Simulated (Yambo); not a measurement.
Input:

```xyz
12
Lattice="8.2771 0.0000 0.0000 0.0000 4.4043 2.4810 0.0000 -4.4043 2.4810" Properties=species:S:1:pos:R:3 pbc="T T T"
O      0.0000     0.0000     1.9678
O      4.1385     0.0000     1.9678
O      4.4971     1.9088     3.7283
O      3.7800    -1.9088     3.7283
O      7.9185     1.9088     3.7283
O      0.3586    -1.9088     3.7283
O      2.0693     1.3758     2.8908
O      6.2078    -1.3758     2.8908
Si     7.7583    -1.4466     2.4589
Si     0.5187     1.4466     2.4589
Si     4.6573    -1.4466     2.4589
Si     3.6198     1.4466     2.4589
```

Workflow: PBEsol (Quantum ESPRESSO, PseudoDojo norm-conserving, 84 Ry, scalar-relativistic), then G0W0 in Yambo (1×2×2 Γ-centred k mesh, 261 bands and a 7 Ry block in the screening, 261 bands in G with the Bruneval-Gonze terminator, plasmon pole fitted at 27.2 eV).

Problem. Give the PBEsol and G0W0 gaps between the band edges found on this mesh, and say where the edges lie.

Solution. Edges: Γ → Γ. PBEsol: 5.81 eV; G0W0: 8.70 eV. Nearest settings tried, and what they do to the gap: 169 bands in G: -6 meV; 169 bands in W, 169 bands in G: +21 meV; 6 Ry block (317 vectors against 385): -42 meV. Not varied: mesh. So the settings aren't converged at that level. The k mesh is coarse. 

Geometry of the Materials Project entry, not relaxed at this level.

This is not the ordinary phase of the substance; no match was found in the copy of COD used, and its stability was not checked.
